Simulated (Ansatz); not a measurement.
Rh (fcc (Cu type), Fm-3m) at seven volumes, PBE in the plane-wave PAW code Ansatz, scaled uniformly. One row is withheld.

```json
[
 {"V (Å³/atom)": "12.782", "P (GPa)": "30.94"},
 {"V (Å³/atom)": "13.204", "P (GPa)": "18.68"},
 {"V (Å³/atom)": "13.625", "P (GPa)": "8.48"},
 {"V (Å³/atom)": "14.047", "P (GPa)": "0.00"},
 {"V (Å³/atom)": "14.468", "P (GPa)": "-7.04"},
 {"V (Å³/atom)": "14.889", "P (GPa)": "?"},
 {"V (Å³/atom)": "15.311", "P (GPa)": "-17.70"}
]
```

**Question.** Fit the shown pressures and predict the withheld one.

**Answer.** P = (3/2)B₀(x^(7/2) − x^(5/2))[1 + (3/4)(B′ − 4)(x − 1)] with x = (V₀/V)^(2/3). Least squares on the six rows gives V₀ = 14.047 Å³/atom, B₀ = 257 GPa, B′ = 5.18. At V = 14.889, x = 0.9619 and P = -12.87 GPa. The run itself gave -12.88 GPa.

The PBE relaxation kept the symmetry of its start. No spin polarisation was allowed.

Potentials: the earlier of the program's two PAW sets.
